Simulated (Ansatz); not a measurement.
LiSc, DFT, PBE, all-electron LAPW, scalar-relativistic (Ansatz 0.2.0), run on 1 thread of AMD EPYC (Zen 3) on a shared host.

The structure comes from a relaxation in the same program, started in the CsCl type. Whether it is a known phase or the ground state wasn't checked. The listed cell was then made from it by scaling, straining or moving an atom.

Command: `ansatz run input.yaml --threads 1 --pin off --max-ram 2048MiB --backend cpu --events-out ev --progress --plain --runs-dir out`

```yaml
crystal:
  lattice:
    - [3.4865174366, 0.0, 0.0]
    - [0.0, 3.4865174366, 0.0]
    - [0.0, 0.0, 3.4865174366]
  atoms:
    - { symbol: Li, position: [0.0344182991, 0.0, 0.0] }
    - { symbol: Sc, position: [0.5, 0.5, 0.5] }
kpoints:
  mp_grid: { grid: [11, 11, 11] }
scf:
  occupations: { method: fermi_dirac, width: 0.05 }
hamiltonian:
  xc: pbe
  pseudopotentials: { kind: all_electron, lapw: { basis_error: 0.00025 } }
output:
  forces: true
  stress: true
  eigenvalues: true
```

(1) How large is the problem that the program sets up?

(2) About how long does it take, and how much memory does it use?

(3) And the same cell and mesh by PAW (frozen-core files), asked for forces, stress, eigenvalues, efg, write_density, write_potential, elf, on the same hardware?

(4) And the same cell and mesh by crystal-made all-electron datasets, asked for forces, stress, eigenvalues, efg, on the same hardware?

## Answers

(1) 126 irreducible k-points, 251 plane waves at Γ, 11 bands.

(2) 41 s of wall time for 7 SCF iterations, with a peak of 0.33 GiB. Times on shared machines scatter by tens of per cent.

(3) 18 s, peak memory 0.41 GiB.

(4) 35 s, peak memory 0.48 GiB.
